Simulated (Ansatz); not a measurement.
# Nb₂Te₂S: rattling a relaxed structure

The structure comes from a generated guess, relaxed at this level; another structure or a mixture of phases may lie lower.

Level of theory: Ansatz, DFT PBE, scalar-relativistic, plane waves, PAW. Plane waves to 420 eV, a k mesh through Γ of 12×12×6 on the computed 5-atom cell and Gaussian smearing (0.10 eV); no spin polarisation.

The cell below (5 atoms, space group P-3m1 (No. 164)) is relaxed within its symmetry.

```
Nb Te S
1.0
     4.38507    0.00000    0.00000
    -2.19254    3.79758    0.00000
     0.00000    0.00000    8.20376
Nb Te S
2 2 1
Direct
  0.33333 0.66667 0.08623
  0.66667 0.33333 0.91377
  0.33333 0.66667 0.73678
  0.66667 0.33333 0.26322
  0.00000 0.00000 0.00000
```

For the test a repeat of it with 10 atoms (edges 4.39, 7.60, 8.20 Å) was strained at random (σ = 1.5 % a component), the atoms were moved at random (σ = 0.10 Å), and all was relaxed again on a coarse 6×4×4 mesh (in the run’s order of axes) with 0.20 eV smearing, with no symmetry imposed.

No dispersion correction is applied, so the spacing and binding between layers, chains or molecules are poorly described. These runs have no spin–orbit coupling, which can matter for Te.

Q: Is the structure stable against such a distortion?

A: It returns, within 1 meV/atom of the unmoved cell on that mesh and with the same symmetry when read at 0.1 Å (C2/m at 0.01 Å, so small strains and shifts remain). So it is stable against the distortions that fit this cell and that this random move excites. Modes that don't fit the cell aren't tested.
